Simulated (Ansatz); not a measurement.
Values for one crystal, relaxed and computed with PBE in the plane-wave PAW code Ansatz; other levels are named.

Volume per atom: 23.71 Å³
Electronic character: no gap, with almost no states at the Fermi level (zero-gap or semimetallic)
Formation energy from the elements (no fitted shifts): -0.070 eV/atom
Density of states at the Fermi level: 0.00 states/eV per atom (mean over ±0.08 eV)

Which compound is it?
A. AlP, NiAs type
B. TiP, CsCl type
C. InP, P6_422 (In on 3c, P on 3d)
D. InSb, zinc blende

C, InP, P6_422 (In on 3c, P on 3d)

The start of the workflow was typed in or built on a structure type; neither database checked (COD, Materials Project) lists it. It is not the phase usual at ambient conditions (space group No. 216). Symmetry was held in the PBE relaxation; its stability against distortions is not shown here. The references are the lowest solids computed at this level, not always the standard phases. Spin–orbit coupling is left out wherever it is not named.

Potentials: the earlier of the program's two PAW sets.
